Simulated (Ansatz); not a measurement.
B:
```cif
data_B4
_chemical_formula_sum 'B4'
_space_group_name_H-M_alt 'P 1'
_space_group_IT_number 1
_cell_length_a 4.01198
_cell_length_b 4.01198
_cell_length_c 4.01198
_cell_angle_alpha 109.471
_cell_angle_beta 109.471
_cell_angle_gamma 109.471
loop_
_space_group_symop_operation_xyz
  'x, y, z'
loop_
_atom_site_label
_atom_site_type_symbol
_atom_site_fract_x
_atom_site_fract_y
_atom_site_fract_z
_atom_site_occupancy
B1 B 0.00000 0.25000 0.50000 1
B2 B 0.25000 0.50000 0.00000 1
B3 B 0.50000 0.00000 0.25000 1
B4 B 0.25000 0.25000 0.25000 1
```

Relaxed with PBEsol.

Question: Which orbitals make up the states near the band edges in the program Ansatz at the PBEsol level (PAW)?

Answer: Top 1 eV of the valence band: B 2p 97 %. Bottom 1 eV of the conduction band: B 2p 91 %, B 2s 8 %. Projections are on Löwdin-orthogonalised atomic valence shells; empty p or d shells of many metals are not among them.

Question: Tabulate the density of states.

Answer: States/eV per cell of 4 atoms, in 0.25 eV bins, energy from the valence-band maximum.

| E (eV) | total | B 2p | B 2s |
|---|---|---|---|
| -7.87 | 0.16 | 0.07 | 0.09 |
| -7.62 | 0.54 | 0.26 | 0.27 |
| -7.37 | 1.74 | 0.92 | 0.79 |
| -7.12 | 1.65 | 0.88 | 0.75 |
| -6.87 | 0.97 | 0.53 | 0.43 |
| -6.62 | 0.73 | 0.40 | 0.32 |
| -6.37 | 0.61 | 0.34 | 0.26 |
| -6.12 | 0.54 | 0.31 | 0.22 |
| -5.87 | 0.53 | 0.32 | 0.21 |
| -5.62 | 0.57 | 0.36 | 0.21 |
| -5.37 | 0.70 | 0.46 | 0.22 |
| -5.12 | 1.01 | 0.73 | 0.27 |
| -4.87 | 1.63 | 1.26 | 0.34 |
| -4.62 | 1.54 | 1.18 | 0.33 |
| -4.37 | 1.40 | 1.08 | 0.31 |
| -4.12 | 0.95 | 0.73 | 0.20 |
| -3.87 | 0.70 | 0.56 | 0.14 |
| -3.62 | 0.61 | 0.51 | 0.10 |
| -3.37 | 0.60 | 0.52 | 0.08 |
| -3.12 | 1.65 | 1.55 | 0.07 |
| -2.87 | 2.19 | 2.06 | 0.10 |
| -2.62 | 1.94 | 1.83 | 0.09 |
| -2.37 | 2.11 | 1.97 | 0.12 |
| -2.12 | 3.27 | 3.04 | 0.21 |
| -1.87 | 1.59 | 1.49 | 0.09 |
| -1.62 | 1.02 | 0.97 | 0.04 |
| -1.37 | 1.11 | 1.06 | 0.05 |
| -1.12 | 2.18 | 2.06 | 0.10 |
| -0.87 | 3.13 | 3.02 | 0.09 |
| -0.62 | 1.55 | 1.50 | 0.04 |
| -0.37 | 0.82 | 0.80 | 0.02 |
| -0.12 | 0.41 | 0.41 | 0.01 |
| 0.13 | 0.00 | 0.00 | 0.00 |
| 0.38 | 0.00 | 0.00 | 0.00 |
| 0.63 | 0.00 | 0.00 | 0.00 |
| 0.88 | 0.00 | 0.00 | 0.00 |
| 1.13 | 0.00 | 0.00 | 0.00 |
| 1.38 | 0.15 | 0.14 | 0.01 |
| 1.63 | 0.71 | 0.65 | 0.06 |
| 1.88 | 0.97 | 0.88 | 0.08 |
| 2.13 | 1.28 | 1.16 | 0.11 |
| 2.38 | 1.77 | 1.60 | 0.16 |
| 2.63 | 3.13 | 2.82 | 0.28 |
| 2.88 | 1.74 | 1.58 | 0.14 |
| 3.13 | 1.32 | 1.21 | 0.09 |
| 3.38 | 1.60 | 1.47 | 0.11 |
| 3.63 | 3.24 | 2.92 | 0.26 |
| 3.88 | 2.46 | 2.24 | 0.16 |
| 4.13 | 2.42 | 2.28 | 0.09 |
| 4.38 | 1.91 | 1.77 | 0.09 |
| 4.63 | 1.15 | 1.05 | 0.06 |
| 4.88 | 0.14 | 0.12 | 0.01 |
| 5.13 | 0.12 | 0.11 | 0.00 |
| 5.38 | 0.46 | 0.42 | 0.01 |
| 5.63 | 0.92 | 0.84 | 0.02 |
| 5.88 | 1.10 | 1.01 | 0.03 |
| 6.13 | 1.19 | 1.10 | 0.04 |

Space group I4_132. The start of the workflow was typed in or built on a structure type; neither database checked (COD, Materials Project) lists it. It is not the phase usual at ambient conditions (space group No. 166). The PBEsol relaxation kept the symmetry of its start; phonons show weakly imaginary modes.

Potentials: the earlier of the program's two PAW sets. The files were generated under PBE; for other functionals the program regenerates the frozen cores, and for LDA and PBEsol the local potential too.
